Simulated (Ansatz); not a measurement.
Na$_{3}$Bi in space group P6_3/mmc (No. 194; Na on 4f, Na on 2b, Bi on 2c), PBEsol (plane waves, PAW; program Ansatz), all energies at zero smearing, with the estimated change up to a 700 eV cutoff added, with one set of potentials and settings (totals compare only within such a set). Cell of 8 atoms (6 Na, 2 Bi): -33342.321 eV.

| element | reference phase | E (eV/atom) |
|---|---|---|
| Na | P6_3/mmc, 2 atoms in the cell | -1475.8697 |
| Bi | R-3m, 2 atoms in the cell | -12242.0039 |

Formation energy per atom, worked out: (-33342.321 − 6×(-1475.8697) − 2×(-12242.0039))/8 = -0.387 eV/atom (-37 kJ per mol of atoms), at 0 K, without zero-point energy or fitted corrections.

The workflow started from a Materials Project entry (that database holds measured and hypothetical structures alike); the Crystallography Open Database files this formula in space group No. 194, but the cells were not matched. Whether it is the stable phase at ambient conditions was not checked. Symmetry was held in the PBEsol relaxation; its stability against distortions is not shown here. The references are the lowest solids computed at this level, not always the standard phases. Spin–orbit coupling is left out wherever it is not named.

Potentials: the later of the program's two PAW sets.
